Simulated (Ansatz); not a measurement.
From the elastic tensor of ZnPt₃ to moduli and sound speeds

Method: DFT LDA, scalar-relativistic, plane waves, PAW (Ansatz 0.2.0). Plane waves to 420 eV; Γ-centred k mesh 12×12×12; Fermi-Dirac smearing of 0.15 eV. No spin polarisation.

The structure is cubic, space group Pm-3m (No. 221). Conventional cell: a = 3.849 Å, b = 3.849 Å, c = 3.849 Å, α = 90.00°, β = 90.00°, γ = 90.00°. Around Zn (site symmetry m-3m) lie 12 Pt at 2.72 Å. Pt (site symmetry 4/mmm) is surrounded by 4 Zn at 2.72 Å and 8 Pt at 2.72 Å.

In a metal, frequencies and elastic constants depend on the k mesh and the smearing, soft modes and shear constants most. Spin–orbit coupling is left out, which can shift energies with elements as heavy as these.

Relaxed-ion constants (GPa, on the Cartesian axes of the calculation):
C11 = 335.1, C12 = 225.5, C13 = 225.5, C22 = 335.1, C23 = 225.5, C33 = 335.1, C44 = 115.3, C55 = 115.3, C66 = 115.3 GPa; the others vanish.

Density 18.945 g/cm³; 4 atoms in 57.03 Å³.

The values that follow are for a polycrystal of randomly turned grains, by Hill's mean where one number stands.

With S = C⁻¹: B_V = (C11+C22+C33+2(C12+C13+C23))/9, G_V = (C11+C22+C33−C12−C13−C23+3(C44+C55+C66))/15, 1/B_R = S11+S22+S33+2(S12+S13+S23), 15/G_R = 4(S11+S22+S33−S12−S13−S23)+3(S44+S55+S66); Hill is their mean. Then v_l = √((B+4G/3)/ρ), v_t = √(G/ρ), v_m = [(2/v_t³+1/v_l³)/3]^(−1/3) and Θ = (ħ/k_B)·v_m·(6π²n/V)^(1/3) for n atoms in the volume V; E = 9BG/(3B+G), ν = (3B−2G)/(2(3B+G)) and A^U = 5G_V/G_R + B_V/B_R − 6.

```json
{
 "Bulk modulus, Voigt / Reuss / Hill": "262.1 / 262.1 / 262.1 GPa",
 "Shear modulus, Voigt / Reuss / Hill": "91.1 / 80.0 / 85.6 GPa",
 "Young's modulus": "231 GPa",
 "Poisson ratio": "0.353",
 "Pugh ratio B/G": "3.06 (over 1.75, the rule of thumb for ductile)",
 "Universal anisotropy index": "0.70",
 "Longitudinal and transverse sound speeds": "4456 and 2125 m/s",
 "Debye temperature from the mean sound speed": "293 K"
}
```

Cost: 1 run of about 2.3 core-minutes, on Arm Neoverse V2 (shared hosts).